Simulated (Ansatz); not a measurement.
**Data sheet: TePb2Se (DFT)**

TePb2Se:
```
TePb2Se
1.0
    2.24713     1.29738     7.33220
   -2.24713     1.29738     7.33220
    0.00000    -2.59477     7.33220
Te Pb Se
1 2 1
Direct
  0.50000   0.50000   0.50000
  0.74461   0.74461   0.74461
  0.25539   0.25539   0.25539
  0.00000   0.00000   0.00000
```

Space group R-3m (No. 166); conventional cell a = b = 4.494 Å, c = 21.997 Å, α = β = 90.00°, γ = 120.00°.

Method: r²SCAN in the plane-wave PAW code Ansatz. The cell and atoms are relaxed at this level. Other levels are named where they apply.

### Cell and energy

```
Item                                                          Result
-----------------------------------------------------  -------------
Volume per atom                                             32.06 Å³
Density                                                   8.04 g/cm³
Formation energy from the elements (no fitted shifts)  -0.58 eV/atom
```

### Electronic structure

```
Quantity                                                                             Value
------------------------------------------------  ----------------------------------------
Band gap                                             0.88 eV (smallest direct gap 0.89 eV)
Valence-band maximum                                                                  at Γ
Conduction-band minimum                                        at F (3 equivalent valleys)
Electron effective mass                             0.12, 0.13, 0.26 mₑ (principal values)
Electron effective mass with spin–orbit coupling  0.030, 0.030, 0.14 mₑ (principal values)
Hole effective mass                               0.099, 0.099, 0.36 mₑ (principal values)
Hole effective mass with spin–orbit coupling      0.029, 0.029, 0.17 mₑ (principal values)
HSE06 gap on the r²SCAN cell                                                       1.00 eV
Gap with spin–orbit coupling                                                       0.16 eV
```

### Mechanics

```
Quantity                                                                                                      Result
--------------------------------------------  ----------------------------------------------------------------------
Bulk modulus (Birch–Murnaghan fit)                                                                          46.4 GPa
Pressure derivative B′                                                                                           4.4
Elastic constants (relaxed ions, GPa)         C11 = 81.4, C12 = 23.2, C13 = 35.1, C14 = 17.8, C33 = 67.9, C44 = 42.3
Mechanical stability                                                          stable (all eigenvalues of C positive)
Hill bulk and shear moduli                                                                         46.4 and 27.5 GPa
Young's modulus                                                                                             68.9 GPa
Poisson's ratio                                                                                                 0.25
Debye temperature from the elastic constants                                                                   192 K
```

### Phonons

```
Item                                                                 Value
--------------------------------------------------  ----------------------
Highest zone-centre frequency (without LO–TO term)                124 cm⁻¹
Zone-centre stability                               no imaginary mode at Γ
```

### Charges

```
Quantity                               Result
-------------  ------------------------------
Bader charges  Te -0.79, Pb +0.87, Se -0.95 e
```

The first step of the workflow began from a Materials Project structure, measured or hypothetical; the Crystallography Open Database copy checked does not list it. With Te and Se taken as one species the cell has the higher symmetry Fm-3m, so it may be an ordered model of a mixed-site phase. Whether it is the stable phase at ambient conditions was not checked. The r²SCAN relaxation kept the symmetry of its start. The references are the lowest solids computed at this level, not always the standard phases. Scalar-relativistic: spin–orbit coupling is off unless named, which matters more the heavier the elements.

Potentials: the later of the program's two PAW sets.
